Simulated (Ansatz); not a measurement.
GaN:
```cif
data_Ga4N4
_chemical_formula_sum 'N4 Ga4'
_space_group_name_H-M_alt 'Fm-3m'
_space_group_IT_number 225
_space_group_name_Hall '-F 4 2 3'
_cell_length_a 4.21688
_cell_length_b 4.21688
_cell_length_c 4.21688
_cell_angle_alpha 90.000
_cell_angle_beta 90.000
_cell_angle_gamma 90.000
loop_
_atom_site_label
_atom_site_type_symbol
_atom_site_symmetry_multiplicity
_atom_site_Wyckoff_symbol
_atom_site_fract_x
_atom_site_fract_y
_atom_site_fract_z
_atom_site_occupancy
N1 N 4 a 0.00000 0.00000 0.00000 1
Ga1 Ga 4 b 0.50000 0.50000 0.50000 1
```
(The calculation used a cell of 2 atoms; values per cell refer to that cell.)

Relaxed with r²SCAN. 

Task: HSE06 on this cell (Ansatz, a first-principles code, PAW) gives a gap of 1.90 eV. What does r²SCAN give?

Result: 1.16 eV.

Cost on shared cores: the r²SCAN run (SCF on a 11×11×11 mesh, then bands and DOS) around 18 core-seconds (rough), the HSE06 run (SCF on 8×8×8, then a few points) roughly 100 core-seconds; the tasks are unlike.

This is a known high-pressure phase of the composition, computed here at zero pressure and temperature. Symmetry was held in the r²SCAN relaxation; phonons on a q-mesh show no instability. Spin–orbit coupling is left out wherever it is not named.

Potentials: the later of the program's two PAW sets.

Ansatz is a plane-wave DFT program.
